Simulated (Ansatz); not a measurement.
Mo2P2O11:
```
Mo2P2O11
1.0
    7.53977     0.00000     0.00000
    0.00000     6.34844     0.00000
   -2.34769     0.00000     8.72663
Mo P O
4 4 22
Cartesian
  5.87391   4.76133   1.30482
 -0.68183   1.58711   7.42180
  2.87440   4.76133   6.23115
  2.31768   1.58711   2.49548
  6.76726   1.58711   1.02773
 -1.57518   4.76133   7.69889
  2.92548   4.76133   2.89471
  2.26659   1.58711   5.83192
  6.55409   4.76133   2.81345
 -1.36201   1.58711   5.91318
  5.83754   0.34606   1.02281
 -0.64547   6.00238   7.70382
 -0.64547   3.52029   7.70382
  5.83754   2.82816   1.02281
  5.02499   4.76133   6.53810
  0.16708   1.58711   2.18853
  5.14325   1.58711   8.38329
  0.04883   4.76133   0.34333
  4.04551   4.76133   1.78568
  1.14657   1.58711   6.94095
  3.91474   1.58711   3.00996
  1.27734   4.76133   5.71666
  3.59156   4.76133   4.24313
  1.60051   1.58711   4.48350
  3.14480   0.36710   6.09888
  2.04727   5.98135   2.62774
  2.04727   3.54132   2.62774
  3.14480   2.80712   6.09888
  2.71899   4.76133   7.97105
  2.47308   1.58711   0.75558
```

Relaxed with r²SCAN. Special points in fractions of this cell's reciprocal vectors: Γ (0.000, 0.000, 0.000); Z (0.000, 0.500, 0.000); D (0.000, 0.500, 0.500); B (0.000, 0.000, 0.500); A (-0.500, 0.000, 0.500); E (-0.500, 0.500, 0.500); C2 (-0.500, 0.500, 0.000); Y2 (-0.500, 0.000, 0.000).

Problem. List the band energies nearest the valence-band maximum at these points for plane-wave PAW r²SCAN (Ansatz code).

Solution. In eV from the valence-band maximum; about four levels below and three above (degenerate sets whole), none deeper than 8.9 eV; points with the same levels are listed once.

| k | below | above |
|---|---|---|
| Γ | -0.46 -0.40 -0.38 -0.10 | 2.13 2.63 3.27 |
| Z | -0.53 -0.53 -0.38 -0.38 | 2.25 2.25 2.98 2.98 |
| D | -0.56 -0.56 -0.41 -0.41 | 2.25 2.25 2.97 2.97 |
| B | -0.48 -0.48 -0.38 -0.37 0.00 | 2.09 2.67 3.28 |
| A | -0.44 -0.43 -0.39 -0.03 | 2.18 2.70 3.22 |
| E | -0.52 -0.52 -0.32 -0.32 | 2.24 2.24 2.99 2.99 |
| C2 | -0.51 -0.51 -0.42 -0.42 | 2.25 2.25 2.95 2.95 |
| Y2 | -0.56 -0.52 -0.34 0.00 | 2.17 2.71 3.26 |

Space group P2_1/m. The workflow started from a Materials Project entry (that database holds measured and hypothetical structures alike); the Crystallography Open Database copy checked does not list it. COD files the formula under space group No. 62, so this cell is another polymorph or a model. Whether it is the stable phase at ambient conditions was not checked. Symmetry was held in the r²SCAN relaxation; its stability against distortions is not shown here. The run is not spin-polarised. No Hubbard U is applied. Scalar-relativistic: spin–orbit coupling is off unless named, which matters more the heavier the elements.

Potentials: the later of the program's two PAW sets.
